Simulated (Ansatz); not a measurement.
Data:

SiSe2:
```xyz
6
Lattice="6.1577 0.0000 0.0000 0.0000 6.1577 0.0000 0.0000 0.0000 3.5440" Properties=species:S:1:pos:R:3 pbc="T T T"
Si     0.0000     0.0000     0.0000
Si     3.0789     3.0789     1.7720
Se     1.9269     1.9269     0.0000
Se     5.0057     1.1520     1.7720
Se     1.1520     5.0057     1.7720
Se     4.2309     4.2309     0.0000
```

This is the PBE-relaxed structure.

Task: All from DFT-PBE in the program Ansatz with PAW potentials, unless another level is named. Give the electronic character.

Result: metallic (no gap).

Task: Next, the density of states at the Fermi level?

Result: 0.07 states/eV per atom (mean over ±0.08 eV).

Task: Give the formation energy from the elements (no fitted shifts).

Result: -65 meV/atom.

Space group P4_2/mnm (rutile). The cell is a constructed one: a structure type filled with these elements; neither database checked (COD, Materials Project) lists it. COD files the formula under space group No. 72, so this cell is another polymorph or a model. Its standing as an ambient phase is unchecked. Symmetry was held in the PBE relaxation; its stability against distortions is not shown here. The references are the lowest solids computed at this level, not always the standard phases. Spin–orbit coupling is left out wherever it is not named.

Potentials: the later of the program's two PAW sets.
